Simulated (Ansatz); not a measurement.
CdS in the zincblende structure, relaxed with r2SCAN: 10 runs in the plane-wave code Ansatz, each a construction of maximally localised Wannier functions. Space group F-43m (No. 216), cubic; conventional cell a = 5.878 Å, 25.39 Å³ an atom. Cd is surrounded by 4 S at 2.55 Å; S is surrounded by 4 Cd at 2.55 Å. The values are computed, spin-unpolarised, and not measurements.

```xyz
2
Lattice="0.0000 2.9392 2.9392 2.9392 0.0000 2.9392 2.9392 2.9392 0.0000" Properties=species:S:1:pos:R:3 pbc="T T T"
Cd    0.0000    0.0000    0.0000
S     1.4696    1.4696    1.4696
```

Windows count from the top of the filled bands; a dash means that no such window was set (without an outer window there is no disentanglement). Rows marked drawn have settings drawn at random (some not listed).

| functional | SCF mesh | trial orbitals | functions | mesh | window (eV) | frozen (eV) | settings | Ω total (Å²) | Ω invariant (Å²) | largest spread (Å²) | least projectability | interpolation miss of the model's filled bands (eV, to the nearest computed level) |
| --- | --- | --- | --- | --- | --- | --- | --- | --- | --- | --- | --- | --- |
| PBE | 6×6×6 | S s, S p | 4 | 6×6×6 | – | – | chosen | 8.11 | 7.77 | 2.03 | 0.77 | 0.103 |
| PBE | 6×6×6 | S s, S p | 4 | 4×4×4 | – | – | chosen | 7.36 | 6.96 | 1.84 | 0.78 | 0.257 |
| PBE | 6×6×6 | S s, S p | 4 | 8×8×8 | – | – | chosen | 8.41 | 8.11 | 2.10 | 0.77 | 0.051 |
| PBE | 6×6×6 | S p | 3 | 6×6×6 | – | – | chosen | 8.02 | 7.83 | 2.67 | 0.76 | 0.102 |
| PBE | 6×6×6 | Cd d, S p | 8 | 6×6×6 | – | – | chosen | 9.77 | 9.38 | 2.14 | 0.80 | 0.103 |
| PBE | 6×6×6 | Cd d | 5 | 6×6×6 | – | – | chosen | 4.79 | 4.73 | 1.15 | 0.84 | 0.006 |
| r2SCAN | 6×6×6 | S s, S p | 4 | 6×6×6 | – | – | chosen | 7.90 | 7.55 | 1.97 | 0.79 | 0.076 |
| r2SCAN | 6×6×6 | Cd d, S p | 8 | 6×6×6 | – | – | chosen | 9.54 | 9.18 | 2.08 | 0.82 | 0.076 |
| HSE06 | 6×6×6 | S s, S p | 4 | 6×6×6 | – | – | chosen | 7.62 | 7.28 | 1.91 | 0.80 | – |
| PBE | 6×6×6 | Cd d | 5 | 6×6×6 | -11.9 to +18.3 | – | drawn | 2.73 | 2.72 | 0.56 | 0.91 | 0.521 |

1 of the rows take their functions from a window without a frozen part or with a poor projection: such a subspace needn't follow the bands named, so its spread can't be set beside the others.

A dash in the last column means that the miss wasn't evaluated.

For S s, S p with PBE the spread goes 7.36 Å² (4×4×4), 8.11 Å² (6×6×6), 8.41 Å² (8×8×8): finite differences on a coarse mesh understate it.

Spin-orbit coupling is left out.
